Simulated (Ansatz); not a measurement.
HfC (CsCl type, Pm-3m), PBE (plane waves, PAW; program Ansatz), all energies at zero smearing, with the estimated change up to a 700 eV cutoff added, with one set of potentials and settings (totals compare only within such a set). Cell of 2 atoms (1 Hf, 1 C): -15971.427 eV.

```json
[
 {"element": "Hf", "reference phase": "P6_3/mmc, 2 atoms in the cell", "E (eV/atom)": "-15721.3637"},
 {"element": "C", "reference phase": "P6_3/mmc, 4 atoms in the cell", "E (eV/atom)": "-250.9479"}
]
```

Formation energy per atom, worked out: (-15971.427 − 1×(-15721.3637) − 1×(-250.9479))/2 = 0.442 eV/atom (43 kJ per mol of atoms), at 0 K, without zero-point energy or fitted corrections.

A made-up cell: these elements were put on the sites of a structure type; neither database checked (COD, Materials Project) lists it. It is not the phase usual at ambient conditions (space group No. 225). The cell was relaxed with PBE under the symmetry of its start; its stability against distortions is not shown here. No spin polarisation was allowed. The references are the lowest solids computed at this level, not always the standard phases. Scalar-relativistic: spin–orbit coupling is off unless named, which matters more the heavier the elements.

Potentials: the later of the program's two PAW sets.
